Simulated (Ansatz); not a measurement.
Geometry optimisation in Ansatz: input, command and trajectory.

```yaml
crystal:
  lattice:
    - [1.5044345748, -4.8474217576, 0.0]
    - [1.5044345748, 4.8474217576, 0.0]
    - [0.0, 0.0, 6.990702238]
  atoms:
    - { symbol: Na, position: [0.2496758396, 0.7503241604, 0.25] }
    - { symbol: Na, position: [0.7503241604, 0.2496758396, 0.75] }
    - { symbol: Ir, position: [0.5, 0.5, 0.5] }
    - { symbol: Ir, position: [0.5, 0.5, 0.0] }
    - { symbol: O, position: [0.575165571, 0.424834429, 0.25] }
    - { symbol: O, position: [0.424834429, 0.575165571, 0.75] }
    - { symbol: O, position: [0.8814120875, 0.1185879125, 0.4412611533] }
    - { symbol: O, position: [0.1185879125, 0.8814120875, 0.5587388467] }
    - { symbol: O, position: [0.8814120875, 0.1185879125, 0.0587388467] }
    - { symbol: O, position: [0.1185879125, 0.8814120875, 0.9412611533] }
basis:
  ecutwfc: 420
kpoints:
  mp_grid: { grid: [12, 12, 6] }
hamiltonian:
  xc: pbesol
scf:
  occupations: { method: gaussian, width: 0.1 }
output:
  forces: true
  stress: true
  eigenvalues: true
relax:
  adjacent_minimum: "off"
  f_tol: 0.01
  max_steps: 30
  cell: { stress_tol: 0.1, fix: [volume] }
```

```bash
ansatz run input.yaml --threads 2 --pin off --max-ram 5120MiB --backend cpu --events-out ev --progress --plain --runs-dir out
```

Level of theory: Ansatz 0.2.0, DFT PBEsol, scalar-relativistic, plane waves, PAW.

The volume is held at 0.91 times that of the relaxed cell.

Of 4 frames 3 are shown, positions in Å and forces in eV/Å; the SCF threshold varies from step to step. Steps run on the plane waves of an earlier cell, with a Pulay correction in the pressure. The basis is chosen afresh for the last frame, the zero of the energies, and at times for earlier ones too; energy and pressure can step there, also at an unchanged geometry. Where two frames share a geometry here, they differ by under 2 meV/atom and 0.3 GPa.

```xyz
10
Lattice="1.5044 -4.8474 0.0000 1.5044 4.8474 0.0000 0.0000 0.0000 6.9907" Properties=species:S:1:pos:R:3:forces:R:3 pbc="T T T" step=1 free_energy_over_end_meV_per_atom=4.13 pressure_GPa=14.97
Na    1.5044    2.4269    1.7477    0.0000   -0.0280    0.0000
Na    1.5044   -2.4269    5.2430    0.0000    0.0280    0.0000
Ir    1.5044    0.0000    3.4954    0.0000    0.0000    0.0000
Ir    1.5044    0.0000    0.0000    0.0000    0.0000    0.0000
O     1.5044   -0.7287    1.7477    0.0000   -0.3225    0.0000
O     1.5044    0.7287    5.2430    0.0000    0.3225    0.0000
O     1.5044   -3.6977    3.0847    0.0000    0.5127   -0.1808
O     1.5044    3.6977    3.9060    0.0000   -0.5127    0.1808
O     1.5044   -3.6977    0.4106    0.0000    0.5127    0.1808
O     1.5044    3.6977    6.5801    0.0000   -0.5127   -0.1808
10
Lattice="1.5143 -4.7922 0.0000 1.5143 4.7922 0.0000 0.0000 0.0000 7.0250" Properties=species:S:1:pos:R:3:forces:R:3 pbc="T T T" step=2 free_energy_over_end_meV_per_atom=0.24 pressure_GPa=11.78
Na    1.5143    2.3931    1.7563    0.0000   -0.0034    0.0000
Na    1.5143   -2.3931    5.2688    0.0000    0.0034    0.0000
Ir    1.5143    0.0000    3.5125    0.0000    0.0000    0.0000
Ir    1.5143    0.0000    0.0000    0.0000    0.0000    0.0000
O     1.5143   -0.7303    1.7563    0.0000   -0.0641    0.0000
O     1.5143    0.7303    5.2688    0.0000    0.0641    0.0000
O     1.5143   -3.6350    3.0997    0.0000    0.1201   -0.0558
O     1.5143    3.6350    3.9254    0.0000   -0.1201    0.0558
O     1.5143   -3.6350    0.4129    0.0000    0.1201    0.0558
O     1.5143    3.6350    6.6122    0.0000   -0.1201   -0.0558
10
Lattice="1.5133 -4.7878 0.0000 1.5133 4.7878 0.0000 0.0000 0.0000 7.0362" Properties=species:S:1:pos:R:3:forces:R:3 pbc="T T T" step=4 free_energy_over_end_meV_per_atom=0.00 pressure_GPa=11.09
Na    1.5133    2.3919    1.7591    0.0000   -0.0075    0.0000
Na    1.5133   -2.3919    5.2772    0.0000    0.0075    0.0000
Ir    1.5133    0.0000    3.5181    0.0000    0.0000    0.0000
Ir    1.5133    0.0000    0.0000    0.0000    0.0000    0.0000
O     1.5133   -0.7302    1.7591    0.0000   -0.0027    0.0000
O     1.5133    0.7302    5.2772    0.0000    0.0027    0.0000
O     1.5133   -3.6253    3.1024    0.0000    0.0069   -0.0080
O     1.5133    3.6253    3.9338    0.0000   -0.0069    0.0080
O     1.5133   -3.6253    0.4157    0.0000    0.0069    0.0080
O     1.5133    3.6253    6.6205    0.0000   -0.0069   -0.0080
```

The run took 110 s on 2 threads of Arm Neoverse V1, with other jobs on the host, peak memory 0.89 GiB.

Spin–orbit coupling is left out, which can shift energies with elements as heavy as these. Spin polarisation was left out, and a magnetic state may lie lower.